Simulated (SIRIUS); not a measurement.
Input and output of a self-consistent single point for InBi (Cm, 2 atoms in the cell; from Materials Project mp-1001833, changed as shown) (SIRIUS).

All values come from this method and carry its errors: PBEsol, FP-LAPW (LAPW with two local orbitals a valence shell; core below -3 Ha), all-electron full potential with ZORA scalar-relativistic valence and Dirac core run with SIRIUS.

The change in words: lattice vector b scaled by 1.01. Reference geometry (F-43m):
```yaml
crystal:
  lattice:
    - [0.00000, 3.38354, 3.38354]
    - [3.38354, 0.00000, 3.38354]
    - [3.38354, 3.38354, 0.00000]
  atoms:
    - { symbol: In, position: [0.00000, 0.00000, 0.00000] }
    - { symbol: Bi, position: [0.25000, 0.25000, 0.25000] }
```

Reference input (self-consistent single point, DFT, PBEsol, FP-LAPW (LAPW with two local orbitals a valence shell; core below -3 Ha), all-electron full potential with ZORA scalar-relativistic valence and Dirac core): parameters.ngridk = 10 10 10; basis = LAPW with two local orbitals a valence shell, core below -3 Ha; unit_cell.atom_type_rmt = {In: 2.4, Bi: 2.4} bohr; parameters.xc_functionals = [XC_GGA_X_PBE_SOL, XC_GGA_C_PBE_SOL]; parameters.aw_cutoff = 7; parameters.pw_cutoff = 20 1/bohr; parameters.smearing = cold; parameters.smearing_width = 0.00183747 Ha; parameters.electronic_structure_method = full_potential_lapwlo; parameters.lmax_apw = 8; parameters.lmax_rho = 8; parameters.lmax_pot = 8. This run's input differs from it in these lines:

```diff
@@ -37,3 +37,3 @@
       [0.0, 6.3939639317, 6.3939639317],
-      [6.3939639317, 0.0, 6.3939639317],
+      [6.4579028151, 0.0, 6.4579028151],
       [6.3939639317, 6.3939639317, 0.0]
@@ -55,3 +55,3 @@
       "Bi": [
-        [3.1969819659, 3.1969819659, 3.1969819659]
+        [3.2129666867, 3.1969819659, 3.2129666867]
       ]
```

Output (repeated stretches shortened):

```
[find] density tolerance         : 1e-06
[find] total energy tolerance    : 1e-07
[find] iter_solver_tol (initial) : 0.01
[find] iter_solver_tol (target)  : 1e-13
[find] num_dft_iter              : 100
Charges and magnetic moments
--------------------------------------------------------------------------------
atom      charge    core leakage
--------------------------------------------------------------------------------
   0   47.009725    0.000000e+00
   1   80.194285    0.000000e+00

total core leakage    : 0.00000000e+00
interstitial charge   : 4.795990
total charge          : 132.000000
[find] | SCF iteration   0 out of 100|
   [... 5 lines left out ...]
[find_efermi_generic] Newton iteration converged after 5 steps
   [... 10 lines left out ...]
[find] Charges and magnetic moments
[find] atom      charge    core leakage
[find]    0   46.940368    4.033141e-04
[find]    1   80.208494    4.839761e-03
[find] total core leakage    : 5.24307499e-03
[find] interstitial charge   : 4.849039
[find] total charge          : 131.997902
[find] Energy
[find] smearing (-TS)                 :       0.00000453
[find] Total energy                   :  -27456.54835233 (Ha),  -54913.09670466 (Ry)
[find] Free energy (E-TS)             :  -27456.54834780 (Ha),  -54913.09669561 (Ry)
[find] band gap (eV)                  :       0.00000000
[find] Efermi                         :       0.16462527
   [... lines left out ...]
[find] Charges and magnetic moments
[find] Free energy (E-TS)             :  -27456.38511180 (Ha),  -54912.77022361 (Ry)
[find] band gap (eV)                  :       0.00000000
[find] Efermi                         :       0.14964675
[find] Charges and magnetic moments
[find] Free energy (E-TS)             :  -27456.39710390 (Ha),  -54912.79420781 (Ry)
[find] band gap (eV)                  :       0.00000000
[find] Efermi                         :       0.12210983
[find] Charges and magnetic moments
[find] Free energy (E-TS)             :  -27456.39709697 (Ha),  -54912.79419395 (Ry)
   [... lines left out ...]
[find] Free energy (E-TS)             :  -27456.39725162 (Ha),  -54912.79450323 (Ry)
[find] band gap (eV)                  :       0.00000000
[find] Efermi                         :       0.12196292
[ground_state] ==== total Forces in Ha/bohr =====
[ground_state] atom:    0, force:      -0.0006611      0.0013091     -0.0006611
[ground_state] atom:    1, force:       0.0006608     -0.0013086      0.0006608
```

The run converged in 14 iterations. Against the reference run the free energy hardly moves (within 1 meV/atom) and the largest force goes from 0.000 to 0.083 eV/Å.

The structure comes from a collection of computed structures, made at another level of theory; the collection holds predicted forms beside known ones. Values depend on the basis (sphere radii, cutoffs, local orbitals), which need not be converged.

Cost on one core: around 2.5 core-minutes (rough).

The gap that the log prints is read on the run's mesh, which can miss the band edges or a crossing.
